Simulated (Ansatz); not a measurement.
Spinel alloy of ZnGa2O4 and ZnAl2O4 (11 of 16 Ga sites exchanged), 56 atoms

Ansatz, PAW, plane waves. PBEsol relaxation of volume and atoms (shape held) at the single k point (¼, ¼, ¼) without its symmetry partners; single points on the relaxed atoms at the Γ point alone, onto which points of the small cell's zone fold. Arrangement: quasirandom. No spin–orbit coupling unless named.

Relaxed structure:

```
Zn Al O Ga
1.0
     8.16967    0.00000    0.00000
     0.00000    8.16967    0.00000
     0.00000    0.00000    8.16967
Zn Al O Ga
8 11 32 5
Direct
  0.87980 0.37327 0.37388
  0.37085 0.87519 0.37382
  0.37041 0.37326 0.87578
  0.12659 0.12432 0.12574
  0.88002 0.87531 0.87596
  0.62455 0.62621 0.12600
  0.62464 0.12435 0.62376
  0.12660 0.62595 0.62411
  0.49571 0.00085 0.00085
  0.00387 0.50028 0.00052
  0.24894 0.75075 0.00145
  0.00226 0.99879 0.50138
  0.24882 0.24816 0.49879
  0.24881 0.49870 0.24836
  0.49568 0.24869 0.24872
  0.75418 0.75049 0.49919
  0.24883 0.00125 0.75084
  0.00227 0.74826 0.25091
  0.00377 0.24922 0.74938
  0.50547 0.01508 0.23445
  0.73142 0.23994 0.24141
  0.50635 0.23457 0.01497
  0.73153 0.00797 0.00941
  0.01574 0.51298 0.23510
  0.23566 0.73406 0.23631
  0.01531 0.73611 0.01570
  0.23686 0.51551 0.01400
  0.01577 0.01472 0.73675
  0.23646 0.23540 0.73386
  0.01515 0.23408 0.51371
  0.23595 0.01304 0.51529
  0.26196 0.26380 0.26432
  0.48252 0.48303 0.25517
  0.48297 0.25627 0.48291
  0.25734 0.48356 0.48289
  0.51151 0.51074 0.73885
  0.74291 0.74191 0.73263
  0.51844 0.74210 0.50763
  0.74306 0.51698 0.50778
  0.76802 0.75714 0.26582
  0.99324 0.98357 0.26609
  0.98871 0.76387 0.48574
  0.76785 0.98408 0.49269
  0.76974 0.25921 0.75811
  0.99668 0.48382 0.76598
  0.99385 0.26479 0.98490
  0.76973 0.49187 0.99077
  0.25774 0.76679 0.76612
  0.48269 0.99437 0.76636
  0.48319 0.76652 0.99320
  0.26162 0.98540 0.98592
  0.75023 0.24988 0.99980
  0.74917 0.99838 0.25120
  0.50024 0.49940 0.49675
  0.75487 0.50095 0.74887
  0.50034 0.75292 0.75015
```

(1) What are the mean bond lengths by pair (pairs within 1.2 times the sum of covalent radii, less contacts 15 % beyond the pair's median; cation–cation pairs of compounds aside; long ionic contacts are cut short by that bound)?

(2) What gap lies between the top filled and the lowest empty level in the single points?

Results:

(1) Al–O 1.921 ± 0.007 Å (standard deviation, 66 bonds); Ga–O 1.987 ± 0.007 Å (standard deviation, 30 bonds); O–Zn 1.955 ± 0.002 Å (standard deviation, 32 bonds).

(2) HSE06 5.44 eV (110 s on 7 threads of Neoverse-V2).
